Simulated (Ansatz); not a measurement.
Given:

GaP:
```cif
data_Ga2P2
_chemical_formula_sum 'Ga2 P2'
_space_group_name_H-M_alt 'P 1'
_space_group_IT_number 1
_cell_length_a 3.79883
_cell_length_b 3.79883
_cell_length_c 6.26574
_cell_angle_alpha 90.000
_cell_angle_beta 90.000
_cell_angle_gamma 120.000
loop_
_space_group_symop_operation_xyz
  'x, y, z'
loop_
_atom_site_label
_atom_site_type_symbol
_atom_site_fract_x
_atom_site_fract_y
_atom_site_fract_z
_atom_site_occupancy
Ga1 Ga 0.66667 0.33333 0.50013 1
Ga2 Ga 0.33333 0.66667 0.00013 1
P1 P 0.66667 0.33333 0.87387 1
P2 P 0.33333 0.66667 0.37387 1
```

This is the LDA-relaxed structure.

All from DFT-LDA in the program Ansatz with PAW potentials, unless another level is named. Give the static dielectric constant ε0 (ions relaxed, cell fixed).

11.9 (xx = yy), 12.7 (zz).

Give the electronic dielectric constant ε∞ (DFPT).

10.3 (xx = yy), 10.7 (zz).

Next, the largest static χ(2) component?

140 pm/V.

Space group P6_3mc (wurtzite). The first step of the workflow began from a Materials Project structure, measured or hypothetical; the Crystallography Open Database copy checked does not list it. It is not the phase usual at ambient conditions (space group No. 216). The cell was relaxed with LDA under the symmetry of its start; its stability against distortions is not shown here. Scalar-relativistic: spin–orbit coupling is off unless named, which matters more the heavier the elements.

Potentials: the later of the program's two PAW sets.
